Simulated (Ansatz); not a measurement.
# Al$_{4}$Si: do energies and stresses tell the same story?

Theory: DFT r2SCAN, scalar-relativistic, plane waves, PAW (Ansatz 0.2.0).

Plane waves to 500 eV, a k mesh through Γ of 15×15×15 on the computed 5-atom cell and Gaussian smearing (0.10 eV); no spin polarisation.

Relaxed cell: R-3m, a = 2.803 Å, b = 2.803 Å, c = 34.095 Å, α = 90.00°, β = 90.00°, γ = 120.00°, 5 atoms in the primitive cell. Whether it is the stable form of this composition wasn't checked.

Energies at zero smearing and pressures from the stress tensor, at volumes with shape and atoms relaxed:
```tsv
V (Å³/atom)	E − E(first) (meV/atom)	P (GPa)
14.533	0.00	6.50
14.997	-13.52	2.98
15.460	-17.68	0.00
15.924	-13.90	-2.53
16.388	-3.41	-4.66
```

Check P = −dE/dV between neighbouring volumes, and get the bulk modulus from the pressures alone.

With 1 eV/Å³ = 160.2 GPa:
```tsv
middle V (Å³/atom)	−ΔE/ΔV (GPa)	mean P (GPa)
14.765	4.672	4.742
15.228	1.437	1.490
15.692	-1.305	-1.264
16.156	-3.625	-3.593
```

The two differ by 0.07 GPa at most. The mean of two end pressures misses the average over a step by about ΔV² P″/12, up to 0.05 GPa here; with that taken off 0.02 GPa remains. Around V = 15.460 Å³/atom, the two neighbours give B = −V ΔP/ΔV = 15.460 × 5.51 / 0.928 = 91.8 GPa, against B0 = 91.2 GPa from the Birch–Murnaghan fit of the energies.